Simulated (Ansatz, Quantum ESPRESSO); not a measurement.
Given: the input of a run of Ansatz 0.2.0 on KPt. Atoms were shifted at random by some hundredths of an Å from the given cell, which wasn't relaxed again for these runs. The cell comes from a database or a generator and needn't be the stable form of this composition.

The input input.yaml:

```yaml
crystal:
  lattice:
    - [3.0008472788, 0.0, 0.0]
    - [-1.5004236394, 2.5988099763, 0.0]
    - [0.0, 0.0, 5.345578]
  atoms:
    - { symbol: Pt, position: [0.678686, 0.345653, 0.005634] }
    - { symbol: K, position: [-0.024964, -0.013447, 0.503893] }
hamiltonian:
  xc: pbe
  pseudopotentials: { kind: paw }
kpoints:
  mp_grid: { grid: [10, 10, 5] }
scf:
  occupations: { method: fermi_dirac, width: 0.05 }
output:
  forces: true
  stress: true
  eigenvalues: true
```

Potentials or basis: Ansatz PAW.

Run with:

```sh
$ ansatz run input.yaml --threads 2 --pin off --max-ram 5120MiB --backend cpu --events-out ev --progress --plain --runs-dir out
```

Question: What does the same run look like in Quantum ESPRESSO 7.5? Potentials or basis there: SSSP 1.3 efficiency PBE, cutoff 816 eV.

Answer: As run (cutoffs and basis follow the program's own potentials, and thresholds, step limits or extra output files can differ):

The input pw.in:

```
&CONTROL
  calculation = 'scf'
  prefix = 'pwscf'
  outdir = './tmp'
  pseudo_dir = './pseudo'
  tprnfor = .true.
  tstress = .true.
  disk_io = 'nowf'
/
&SYSTEM
  ibrav = 0
  nat = 2
  ntyp = 2
  ecutwfc = 60
  ecutrho = 480
  nbnd = 19
  occupations = 'smearing'
  smearing = 'fd'
  degauss = 0.00367493
/
&ELECTRONS
  conv_thr = 4d-10
  electron_maxstep = 120
  mixing_beta = 0.5
/
ATOMIC_SPECIES
Pt   195.0840 pt_pbe_v1.4.uspp.F.UPF
K     39.0983 K.pbe-spn-kjpaw_psl.1.0.0.UPF
CELL_PARAMETERS angstrom
   3.0008472788    0.0000000000    0.0000000000
  -1.5004236394    2.5988099763    0.0000000000
   0.0000000000    0.0000000000    5.3455780000
ATOMIC_POSITIONS crystal
Pt     0.6786860000    0.3456530000    0.0056340000
K     -0.0249640000   -0.0134470000    0.5038930000
K_POINTS automatic
10 10 5 0 0 0
```

Potentials or basis: SSSP 1.3 efficiency PBE.

Launch:

```sh
$ OMP_NUM_THREADS=1 pw.x -in pw.in > pw.out
```

Both were run:

|  | Ansatz | Quantum ESPRESSO |
| --- | --- | --- |
| Pressure | 0.4 GPa | 0.1 GPa |
| Largest force | 0.052 eV/Å | 0.052 eV/Å |
| Energy over the undisturbed cell | 1.0 meV/atom | 1.0 meV/atom |

Ansatz's pressure holds a Pulay term of +0.03 GPa for its cutoff of 420 eV, which the other run lacks.

The potentials hold 27 and 25 valence electrons a cell.

Where Ansatz's input types no cutoff or centring, it takes its own default and a Γ-centred mesh.

Pressure is positive in compression.
